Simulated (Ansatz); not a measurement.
The start is a randomly generated symmetric cell of Sb (space group No. 156). The structure is fully relaxed (lattice and positions, P = 0) with PBE (plane waves to 420 eV, PAW, scalar-relativistic; Ansatz, a quantum-chemistry and plane-wave program). The first steps use a coarse 9×9×5 k-mesh.

Initial structure:
```
CELL_PARAMETERS angstrom
      4.07858     0.00000     0.00000
     -2.03929     3.53215     0.00000
      0.00000     0.00000     6.88961
ATOMIC_POSITIONS crystal
  Sb 0.33333 0.66667 0.90848
  Sb 0.66667 0.33333 0.47912
  Sb 0.66667 0.33333 0.08625
```

| Property | Value |
|---|---|
| Outcome | The space group goes from P3m1 (No. 156) to P-6m2 (No. 187), with 3 atoms in the primitive cell |
| Energy released | 0.43 eV/atom |
| Volume change | +3.6 %, from 33.08 to 34.29 Å³/atom |
| Band gap at the end | zero (metallic) |
| Optimiser moves | 12 |

Final values are on a 13×13×7 k-mesh of the relaxed cell. No spin polarisation in the result. The relaxed primitive cell holds an odd number of electrons. A magnetic state may lie lower.

The run could not lower the symmetry of its start; a shaken copy of this end point relaxes with PBE to Cm (No. 8), 0.19 eV/atom lower.

The relaxed structure here is a generated cell of Sb: the first start was made by a random draw of sites in a space group, and the end was not matched to a known phase here, so it may be hypothetical. Known forms of Sb include space group No. 166.
